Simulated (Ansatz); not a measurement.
In3Cu: a run of Ansatz with trial settings.

```yaml
crystal:
  lattice:
    - [4.5850149784, 0.0, 0.0]
    - [0.0, 4.5850149784, 0.0]
    - [0.0, 0.0, 4.5850149784]
  atoms:
    - { symbol: In, position: [0.0, 0.5, 0.5] }
    - { symbol: In, position: [0.5, 0.0, 0.5] }
    - { symbol: In, position: [0.5, 0.5, 0.0] }
    - { symbol: Cu, position: [0.0, 0.0, 0.0] }
basis:
  ecutwfc: 390
kpoints:
  mp_grid: { grid: [4, 4, 4] }
hamiltonian:
  xc: pbe
  hubbard: { sites: [{ species: In, l: d, u_eff: 5.3 }] }
  dispersion: d3bj
scf:
  occupations: { method: gaussian, width: 0.1 }
output:
  forces: true
  stress: true
  eigenvalues: true
```

Command:

```bash
ansatz run input.yaml --threads 1 --pin off --max-ram 1331MiB --backend cpu --events-out ev --progress --plain --runs-dir out
```

Output, shortened (HF is the Harris–Foulkes energy, dr2 the density residual in eV):

```text
Warning: basis.ecutwfc = 390 eV is below the records' recommended 420 eV, and the density's cutoff is lower with it unless basis.ecutrho_ratio is high enough to keep the records' density cutoff: compare with a run at a higher cutoff
In: projections on atomic orbitals take those of the free atom [Kr] 4d10 5s2 5p1, of charge +0.00 (hamiltonian.pseudopotentials.projection_atoms); the dataset's partial waves leave at most 3.8e-6 of an orbital's norm unspanned inside its sphere
Cu: projections on atomic orbitals take those of the free atom [Ne] 3s2 3p6 3d10 4s1, of charge +0.00 (hamiltonian.pseudopotentials.projection_atoms); the dataset's partial waves leave at most 2.0e-6 of an orbital's norm unspanned inside its sphere
Pseudopotential: In, paw, valence charge 13, recommended cutoff 420 eV (normal)
Pseudopotential: Cu, paw, valence charge 19, recommended cutoff 420 eV (normal)
Crystal: 4 atoms, lattice volume = 96.388 Å³
Basis set: ecut = 390 eV, 1743 PW (Γ), exchange–correlation on 60×60×60 points (8 copies of the dense FFT grid, shifted against one another)
Bands: 35, of which v1, the nominal top of the filled ones, is band 29 counted from 1 (28 counted from 0)
Symmetry: 48 space group operations
Space group: Pm-3m (ITA 221), of the structure as read, at distance tolerance 4.6e-5 Å
k-points: 10 of 64
Initial density: superposition of atomic densities
SCF iter   1: HF=-23421.125688 eV  Δρ=1.91e-1  dr2=2.99e1
SCF iter   2: HF=-23425.324258 eV  Δρ=1.76e-1  dr2=1.55e1
SCF iter   3: HF=-23419.628867 eV  Δρ=6.05e-2  dr2=1.98e0
SCF iter   4: HF=-23419.263486 eV  Δρ=9.97e-3  dr2=5.67e-2
   ...
SCF iter   9: HF=-23419.280819 eV  Δρ=9.60e-5  dr2=8.05e-6
SCF iter  10: HF=-23419.280818 eV  Δρ=2.64e-5  dr2=5.40e-7
SCF iter  11: F=-23419.280818 eV  HF=-23419.280818 eV  Δρ=3.27e-7  dr2=1.03e-10
SCF 1 converged in 11 iterations: F = -23419.280818 eV  dr2 = 1.03e-10
SCF converged after 11 iterations
Free energy (F): -23419.280818 eV
E sigma→0 (E₀):  -23419.279161 eV
Entropy (-TS):   -0.003313 eV (-0.828 meV/atom)
Fermi energy:    10.273763 eV
--- Forces (eV/Å), atoms counted from 1 ---
  atom   1  In     0.00000000    -0.00000000    -0.00000000
  atom   2  In     0.00000000    -0.00000000    -0.00000000
  atom   3  In     0.00000000     0.00000000    -0.00000000
  atom   4  Cu    -0.00000000     0.00000000     0.00000000
--- Stress (GPa, compression-positive) ---
       -3.904077      -0.000000       0.000000
       -0.000000      -3.904077       0.000000
       -0.000000      -0.000000      -3.904077
  P = ⅓ Tr σ = -3.9041 GPa (-39.041 kbar)
```

Settings here are deliberately varied, not converged. Under a U the state reached may not be the lowest.